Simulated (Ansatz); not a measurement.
# Se (trigonal-Se type, space group P3_121): frozen-phonon scan

Relaxed Se (trigonal-Se type, space group P3_121):

```xyz
6
Lattice="4.5345 0.0000 0.0000 -2.2673 3.9270 0.0000 0.0000 0.0000 10.0829" Properties=species:S:1:pos:R:3 pbc="T T T"
Se     0.9892     0.0000     4.2012
Se     0.9892     0.0000     9.2427
Se    -0.4946     0.8566     0.8402
Se    -0.4946     0.8566     5.8817
Se     1.7727     3.0704     2.5207
Se     1.7727     3.0704     7.5622
```

A phonon eigenvector at A = (0.0, 0.0, 0.5) is frozen into this cell: atom i moves by Q times the vector below, so Q is the largest atomic displacement, in Å. The cell is held. (q is in reciprocal vectors of the primitive cell; the cell shown is doubled to hold the pattern.)

```csv
atom,x,y,z
Se1,0.000,0.933,-0.360
Se2,0.000,-0.933,0.360
Se3,-0.808,-0.467,-0.360
Se4,0.808,0.467,0.360
Se5,-0.808,0.467,0.360
Se6,0.808,-0.467,-0.360
```

Computed with PBE (plane waves to 420 eV, PAW, scalar-relativistic; Ansatz, a program for electronic structure). k mesh 8×8×4 (Γ-centred), Fermi-Dirac smearing 0.05 eV. The energy includes the smearing's −TS. Stress and pressure are positive under compression. Se was relaxed with its symmetry unable to fall. The zero of ΔE is the undisplaced structure.

```csv
Q (Å),ΔE (meV/cell),−dE/dQ from forces (eV/Å),P (GPa)
-0.180,139.3,1.558,0.07
-0.150,96.5,1.294,0.05
-0.120,61.7,1.031,0.03
-0.090,34.6,0.771,0.01
-0.060,15.4,0.513,0.00
-0.030,3.8,0.256,0.00
0.000,0.0,0.000,0.00
0.030,3.8,-0.256,0.00
0.060,15.4,-0.513,0.00
0.090,34.6,-0.771,0.01
0.120,61.7,-1.031,0.03
0.150,96.5,-1.294,0.05
0.180,139.3,-1.558,0.07
```

What the scan shows:

| Quantity | Value |
|---|---|
| Energy at Q = 0.180 Å | 139.3 meV/cell |
| Space group of the distorted cell | P3_221 (No. 154), lowered from P3_121 |
| Symmetry of the curve | even: the same for both signs |
| Shape of the curve | a single well with its minimum at or next to zero displacement |
| Harmonic wavenumber from the curvature (finite differences) | 70 cm⁻¹ |
| Wavenumber by perturbation theory (DFPT, on another k mesh) | 70 cm⁻¹ |

The 13 points together took roughly 5 core-minutes.

(A displaced cell: forces are minus the slopes of the energy, force constants its curvatures, and phonons follow from these.)
